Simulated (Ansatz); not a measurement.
**Ba: distorted cells**

All numbers below come from Ansatz, DFT PBEsol, scalar-relativistic, plane waves, PAW.

Plane waves to 420 eV, a k mesh through Γ of 10×10×10 on the computed 1-atom cell and Gaussian smearing (0.10 eV); no spin polarisation.

Reference cell:

```
CELL_PARAMETERS angstrom
-2.50000 2.50000 2.50000
2.50000 -2.50000 2.50000
2.50000 2.50000 -2.50000
ATOMIC_POSITIONS crystal
Ba 0.00000 0.00000 0.00000
```

Each variant moves atoms of this cell by the vectors given, if any (Å), and then applies a symmetric strain (tensor components, Cartesian axes). The reference cell isn't relaxed at this level. Energies are per atom at zero smearing, counted from the lowest variant. Pressure is positive in compression.

1. strain (xx yy zz yz xz xy, %) 3.71 4.38 3.55 -0.12 0.04 -0.46
2. strain (xx yy zz yz xz xy, %) 1.57 1.38 2.10 -1.00 -0.25 0.19
3. strain (xx yy zz yz xz xy, %) 2.67 1.11 -2.61 0.07 1.03 -0.91

```
variant  ΔE (meV/atom) P (GPa) space group
      1           40.8    -1.31          P-1
      2           10.6    -0.94          P-1
      3            0.0    -0.67          P-1
```

Cost: 3 runs of about 0.55 core-minutes in all, on Intel Xeon 6975P-C (Granite Rapids) (shared hosts).